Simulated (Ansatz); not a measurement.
# Gd: computed DOS

```
Gd
1.0
     3.64193    0.00000    0.00000
    -1.82097    3.15401    0.00000
     0.00000    0.00000    5.90172
Gd
2
Cartesian
  0.0000 2.1027 1.4754
  1.8210 1.0513 4.4263
```

The cell is the one relaxed in the Materials Project (mp-155), not relaxed further here; entries there can be hypothetical.

Semilocal functionals without a Hubbard term describe localised f shells poorly; where the shell is localised, the real material differs.

The magnetic state is the one reached from the start moments; no search over orders was made, so it needn't be the ground state.

No spin–orbit coupling, which matters for the heavy atoms here.

These are results of Ansatz 0.2.0, DFT, LDA, all-electron LAPW, scalar-relativistic, not measurements.

Settings: a Γ-centred 12×12×6 k mesh, Fermi–Dirac smearing of 0.03 eV, basis error target 1 meV/atom, spin-polarised from start moments Gd1 7, Gd2 7 μB, ending with a cell moment of 15.18 μB.

States per eV and cell, averaged over 0.4 eV, from -5.0 to 1.6 eV, with energies (bin centres) from the Fermi level; empty bins are left out. The partial columns, the largest 3 alone, are projections on Löwdin-orthogonalised atomic shells (those that the program's projection atoms carry: the occupied ones and, for some elements, an empty d or f shell; other empty shells have no column), summed over atoms of an element and both spins. Weights on diffuse s and p shells depend on that basis and aren't pure angular character.

```json
{"E (eV)": "-4.9", "spin-up": "0.03", "spin-down": "0.00", "Gd 4f": "0.01", "Gd 5d": "0.00", "Gd 6s": "0.02"}
{"E (eV)": "-4.5", "spin-up": "35.05", "spin-down": "0.00", "Gd 4f": "34.91", "Gd 5d": "0.06", "Gd 6s": "0.08"}
{"E (eV)": "-4.1", "spin-up": "0.13", "spin-down": "0.01", "Gd 4f": "0.01", "Gd 5d": "0.00", "Gd 6s": "0.12"}
{"E (eV)": "-3.7", "spin-up": "0.18", "spin-down": "0.07", "Gd 4f": "0.00", "Gd 5d": "0.01", "Gd 6s": "0.22"}
{"E (eV)": "-3.3", "spin-up": "0.23", "spin-down": "0.12", "Gd 4f": "0.00", "Gd 5d": "0.04", "Gd 6s": "0.29"}
{"E (eV)": "-2.9", "spin-up": "0.32", "spin-down": "0.17", "Gd 4f": "0.00", "Gd 5d": "0.09", "Gd 6s": "0.37"}
{"E (eV)": "-2.5", "spin-up": "0.52", "spin-down": "0.22", "Gd 4f": "0.00", "Gd 5d": "0.25", "Gd 6s": "0.46"}
{"E (eV)": "-2.1", "spin-up": "0.97", "spin-down": "0.31", "Gd 4f": "0.00", "Gd 5d": "0.69", "Gd 6s": "0.54"}
{"E (eV)": "-1.7", "spin-up": "1.04", "spin-down": "0.48", "Gd 4f": "0.01", "Gd 5d": "0.96", "Gd 6s": "0.50"}
{"E (eV)": "-1.3", "spin-up": "1.15", "spin-down": "1.00", "Gd 4f": "0.02", "Gd 5d": "1.61", "Gd 6s": "0.47"}
{"E (eV)": "-0.9", "spin-up": "1.15", "spin-down": "1.13", "Gd 4f": "0.05", "Gd 5d": "1.86", "Gd 6s": "0.31"}
{"E (eV)": "-0.5", "spin-up": "1.55", "spin-down": "1.39", "Gd 4f": "0.16", "Gd 5d": "2.49", "Gd 6s": "0.20"}
{"E (eV)": "-0.1", "spin-up": "1.91", "spin-down": "2.22", "Gd 4f": "0.97", "Gd 5d": "2.84", "Gd 6s": "0.18"}
{"E (eV)": "0.3", "spin-up": "0.77", "spin-down": "26.33", "Gd 4f": "24.76", "Gd 5d": "1.94", "Gd 6s": "0.14"}
{"E (eV)": "0.7", "spin-up": "1.97", "spin-down": "8.57", "Gd 4f": "7.62", "Gd 5d": "2.61", "Gd 6s": "0.14"}
{"E (eV)": "1.1", "spin-up": "2.22", "spin-down": "2.24", "Gd 4f": "0.69", "Gd 5d": "3.28", "Gd 6s": "0.22"}
{"E (eV)": "1.5", "spin-up": "1.71", "spin-down": "0.93", "Gd 4f": "0.14", "Gd 5d": "2.20", "Gd 6s": "0.11"}
```

Problem. Which of the resolved shells contributes most within 0.3 eV of the Fermi level?

Solution. Gd 4f, with 58 % of all states there; Gd 5d follows with 37 %.

Problem. Where is the centre of the filled Gd 4f states between -14 eV and the top of the filled states?

Solution. -4.56 eV from the Fermi level.
